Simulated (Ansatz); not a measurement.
Rh (fcc, Cu type)

```
CELL_PARAMETERS angstrom
      0.00000     1.91513     1.91513
      1.91513     0.00000     1.91513
      1.91513     1.91513     0.00000
ATOMIC_POSITIONS crystal
  Rh 0.00000 0.00000 0.00000
```

This relaxed cell (volume V₀) is scaled evenly in all directions, its shape held. Symmetry pins the atoms to their sites.

Computed with PBE (plane waves to 420 eV, PAW, scalar-relativistic; Ansatz, a program for electronic structure). k mesh 21×21×21 (Γ-centred), Fermi-Dirac smearing 0.05 eV. The energy includes the smearing's −TS. Compression counts positive. Rh is run without spin polarisation. Rh was relaxed with its symmetry unable to fall. The PAW data are Ansatz's earlier set. ΔE is measured from the relaxed starting cell.

```csv
V/V₀,ΔE (meV/atom),P (GPa)
0.840,412,69.9
0.872,244,50.0
0.904,128,33.6
0.936,53,20.1
0.968,12,9.1
1.000,0,0.0
1.032,11,-7.5
1.064,41,-13.6
1.096,86,-18.5
1.128,144,-22.6
1.160,212,-25.8
```

Key numbers:

| Property | Value |
|---|---|
| Pressure at the smallest volume | 69.9 GPa |
| Energy cost of the largest compression | 412 meV/atom |
| Energy cost of the largest expansion | 212 meV/atom |
| Bulk modulus B₀ (third-order Birch-Murnaghan fit) | 256 GPa |
| Pressure derivative B₀′ (fit) | 5.2 |
| Equilibrium volume of the fit | 14.05 Å³/atom |
| Pressure for 5 % compression (fit) | 15.0 GPa |

(Under strain, the slope of the energy per volume gives the stress and its curvature an elastic modulus.)
